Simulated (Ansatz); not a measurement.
# Stability checks on a candidate for Al4Fe3Co

It was reached by relaxing an invented guess, and it needn't be the stable form of this composition.

All numbers below come from Ansatz 0.2.0, DFT PBE, scalar-relativistic, plane waves, PAW. Settings of the last relaxation (8-atom cell): 420 eV, 10×10×8 k points, Gaussian smearing of 0.10 eV, collinear spin.

```yaml
crystal:
  lattice:
    - [4.05987, 0.00000, 0.00000]
    - [0.00000, 4.05987, 0.00000]
    - [0.00000, 0.00000, 5.72586]
  atoms:
    - { symbol: Al, position: [0.00000, 0.50000, 0.75262] }
    - { symbol: Al, position: [0.00000, 0.50000, 0.24738] }
    - { symbol: Al, position: [0.50000, 0.00000, 0.75262] }
    - { symbol: Al, position: [0.50000, 0.00000, 0.24738] }
    - { symbol: Fe, position: [0.00000, 0.00000, 0.00000] }
    - { symbol: Fe, position: [0.00000, 0.00000, 0.50000] }
    - { symbol: Fe, position: [0.50000, 0.50000, 0.50000] }
    - { symbol: Co, position: [0.50000, 0.50000, 0.00000] }
```

The zero of energy is the elements' standard structures at the same level; no fitted shifts are applied.

Task: These tests were run: energy against the elements; phonons on a 2×2×1 q mesh. What do they show?

Result:

| test | result |
| --- | --- |
| energy against the elements | −0.39 eV/atom |
| phonons on a 2×2×1 q mesh | no imaginary mode on the mesh |

It fails none of these tests. Whether a mixture of other phases lies lower isn't tested here.

The magnetic state reached may not be the lowest. The run for the phonons used a 10×10×8 k mesh and Gaussian smearing of 0.20 eV. The cell carries site moments Fe -0.4, -1.0, -0.6 μB.
